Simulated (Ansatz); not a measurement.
The cell below belongs to a search over invented structures; it isn't taken from experiment.

Input and command of a plane-wave DFT calculation in Ansatz:

```yaml
crystal:
  lattice:
    - [3.3878750388, 0.0, 0.0]
    - [-1.6939375194, 2.9339858484, 0.0]
    - [0.0, 0.0, 8.3670239063]
  atoms:
    - { symbol: Zr, position: [0.0, 0.0, 0.0126651274] }
    - { symbol: Zr, position: [0.3333333333, 0.6666666667, 0.660641675] }
    - { symbol: Al, position: [0.6666666667, 0.3333333333, 0.3285376021] }
    - { symbol: "N", position: [0.3333333333, 0.6666666667, 0.9135571691] }
    - { symbol: "N", position: [0.6666666667, 0.3333333333, 0.5605674839] }
    - { symbol: "N", position: [0.0, 0.0, 0.2740309425] }
basis:
  ecutwfc: 420
kpoints:
  mp_grid: { grid: [12, 12, 6] }
hamiltonian:
  xc: pbe
scf:
  occupations: { method: gaussian, width: 0.1 }
output:
  forces: true
  stress: true
  eigenvalues: true
relax:
  adjacent_minimum: "off"
  f_tol: 0.01
  max_steps: 80
  cell: { stress_tol: 0.05 }
```

```bash
ansatz run input.yaml --threads 1 --pin off --max-ram 2560MiB --backend cpu --events-out ev --progress --plain --runs-dir out
```

Processor: AMD EPYC (Zen 3), 1 thread, on a host shared with other jobs.

Estimate time, memory and problem size.

About 4.3 min, peak memory 0.5 GiB. It solves 27 bands at 100 k points (after reduction by symmetry) with about 1623 plane waves (on the last cell), in 35 SCF iterations over 5 ionic steps.
